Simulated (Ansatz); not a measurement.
FeS2:
```xyz
12
Lattice="5.3237 0.0000 0.0000 0.0000 5.3237 0.0000 0.0000 0.0000 5.3237" Properties=species:S:1:pos:R:3 pbc="T T T"
Fe     0.0000     0.0000     0.0000
Fe     2.6618     0.0000     2.6618
Fe     2.6618     2.6618     0.0000
Fe     0.0000     2.6618     2.6618
S      2.0320     2.0320     2.0320
S      0.6299     3.2917     4.6938
S      4.6938     0.6299     3.2917
S      3.2917     4.6938     0.6299
S      3.2917     3.2917     3.2917
S      4.6938     2.0320     0.6299
S      0.6299     4.6938     2.0320
S      2.0320     0.6299     4.6938
```

Relaxed with PBEsol. Special points in fractions of this cell's reciprocal vectors: Γ (0.000, 0.000, 0.000); X (0.000, 0.500, 0.000); M (0.500, 0.500, 0.000); R (0.500, 0.500, 0.500); X1 (0.500, 0.000, 0.000).

Task: List the band energies nearest the valence-band maximum at these points for PBEsol in the plane-wave PAW code Ansatz.

Result: In eV from the valence-band maximum; about four levels below and three above (degenerate sets whole), none deeper than 8.9 eV; points with the same levels are listed once.

```json
[
 {"k": "Γ", "below": "-0.32 -0.32 -0.32 -0.07", "above": "0.24 1.65 1.65 1.65"},
 {"k": "X", "below": "-0.17 -0.17 -0.02 -0.02", "above": "1.65 1.65 1.71 1.71"},
 {"k": "M", "below": "-0.17 -0.17 -0.17 -0.17", "above": "1.88 1.88 1.88 1.88"},
 {"k": "R", "below": "-0.42 -0.42 -0.42 -0.42", "above": "1.60 1.60 1.60 1.60"}
]
```

Space group Pa-3. The PBEsol relaxation kept the symmetry of its start; of distortions, only those at the zone centre were tested. The workflow began spin-polarised and lost its moments.

Potentials: the later of the program's two PAW sets.
